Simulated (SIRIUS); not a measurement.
Band structure of VSi2 (P6_222, 9 atoms in the cell; from Materials Project mp-10711).

```xyz
9
Lattice="4.5348 0.0000 0.0000 -2.2674 3.9273 0.0000 0.0000 0.0000 6.3189" Properties=species:S:1:pos:R:3 pbc="T T T"
V     -1.1337     1.9636     1.0532
V      2.2674     0.0000     3.1595
V      1.1337     1.9636     5.2657
Si     2.2674     2.6509     3.1595
Si    -1.1621     3.2891     5.2657
Si     1.1053     0.6382     1.0532
Si     0.0000     1.2763     3.1595
Si     3.4295     0.6382     5.2657
Si     1.1621     3.2891     1.0532
```

Computed with PBE, SSSP 1.1.2 efficiency PBE pseudopotentials (plane waves; SIRIUS).

Settings: parameters.ngridk = 5 5 3; parameters.xc_functionals = [XC_GGA_X_PBE, XC_GGA_C_PBE]; parameters.gk_cutoff = 8.062 1/bohr; parameters.pw_cutoff = 25.496 1/bohr; parameters.smearing = fermi_dirac; parameters.smearing_width = 0.00367493 Ha; potentials = SSSP 1.1.2 efficiency PBE pseudopotentials; parameters.electronic_structure_method = pseudopotential; parameters.num_bands = 44; parameters.num_mag_dims = 0; parameters.num_dft_iter = 100; parameters.energy_tol = 1e-07 Ha; parameters.density_tol = 1e-06; mixer.type = anderson.

The run has no spin polarisation, so moments on V cannot form. The structure comes from a collection of computed structures, made at another level of theory; the collection holds predicted forms beside known ones. No clean gap shows at this smearing width and mesh (spacing up to 0.33 Å⁻¹); the mesh is coarse for partly filled bands, so the values carry mesh errors.

Points are given in units of this cell's reciprocal vectors. Levels in eV from the Fermi level, bands 29 to 36:
```json
[
 {"point": "Γ (0 0 0)", "29": "-2.14", "30": "-1.82", "31": "-1.82", "32": "-1.72", "33": "0.39", "34": "2.17", "35": "2.50", "36": "2.50"},
 {"point": "M (0.5 0 0)", "29": "-0.70", "30": "-0.57", "31": "-0.11", "32": "0.06", "33": "0.45", "34": "1.08", "35": "1.46", "36": "1.52"},
 {"point": "K (0.333 0.333 0)", "29": "-1.32", "30": "-1.18", "31": "0.17", "32": "0.17", "33": "0.32", "34": "1.42", "35": "1.60", "36": "1.60"},
 {"point": "A (0 0 0.5)", "29": "-1.88", "30": "-1.88", "31": "-1.59", "32": "0.59", "33": "0.59", "34": "2.16", "35": "2.54", "36": "2.58"},
 {"point": "L (0.5 0 0.5)", "29": "-1.42", "30": "-1.27", "31": "-0.45", "32": "-0.05", "33": "0.87", "34": "1.32", "35": "1.79", "36": "1.84"},
 {"point": "H (0.333 0.333 0.5)", "29": "-0.44", "30": "-0.44", "31": "-0.07", "32": "-0.07", "33": "0.56", "34": "1.36", "35": "1.87", "36": "1.88"}
]
```

2 bands cross the Fermi level along this path, so the cell has no gap at this level.

The Fermi level comes from the SCF mesh, which can miss band crossings, so its place against them is uncertain.
